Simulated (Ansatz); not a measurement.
Level: PBE, no spin polarisation; 420 eV; 8×7×4 Γ-centred mesh; fermi-dirac occupations (width 0.1 eV); Ansatz 0.2.0, fixed geometry.

Computed maps in the lattice plane spanned by a (left to right, 4.25 Å, 13 points from zero) and c (bottom to top, 9.42 Å, 26 points from zero), 90° apart, at height 0.750 along b. The fields are smooth PAW ones with compensation charges, not the true ones near nuclei.

Valence density. Digits on a logarithmic scale: 0 up to 0.03 e/Å³, each further digit a factor of 1.6, 9 from 1.3 e/Å³ up:
```
5799996667776
5999997455554
5999996333333
3699985222222
3467654211112
4567664321112
5788876421123
6888887531124
6880687531124
6888887531124
5688876421013
3566654210002
2344432100001
1234432000000
2567763100000
4799986310002
6999997410012
6999998410013
5899996311112
3578864322222
3344433345544
4322223567765
5421234688887
6432235787688
6543345787588
6567765788887
```

ELF. Ten even steps from '0' (0.00) to '9' (0.88):
```
1388871499997
1771383157872
1782583013420
0378861001110
1112111111111
5677776421013
8999999731025
9983599841027
9940089851027
9983599851027
8999999730016
6899997520013
2334432100001
0000000000000
0378861000000
4999997100000
7981499300000
7970299300000
4998997100000
0489972012210
0013200257764
5100003799998
8510027998899
9610037981059
8300017981059
6136512898799
```

Question: The cell is SrScS$_{2}$. Which atoms lie within 0.2 Å of this plane, and where (fractions of a and c)?

Answer: Sr at (0.25, 0.32), Sc at (0.25, 0.91), S at (0.75, 0.06), S at (0.25, 0.65). The whole cell:
```yaml
crystal:
  lattice:
    - [4.24974, 0.00000, 0.00000]
    - [0.00000, 4.78217, 0.00000]
    - [0.00000, 0.00000, 9.41882]
  atoms:
    - { symbol: Sr, position: [0.25000, 0.75000, 0.32245] }
    - { symbol: Sr, position: [0.75000, 0.25000, 0.67755] }
    - { symbol: Sc, position: [0.75000, 0.25000, 0.09060] }
    - { symbol: Sc, position: [0.25000, 0.75000, 0.90940] }
    - { symbol: S, position: [0.75000, 0.75000, 0.05570] }
    - { symbol: S, position: [0.25000, 0.25000, 0.94430] }
    - { symbol: S, position: [0.75000, 0.25000, 0.34730] }
    - { symbol: S, position: [0.25000, 0.75000, 0.65270] }
```

Origin: a known structure type with other elements, at an estimated volume, so it need not be a known compound. Caveats: many states at the Fermi level without spin polarisation, so a magnetic state may lie lower.
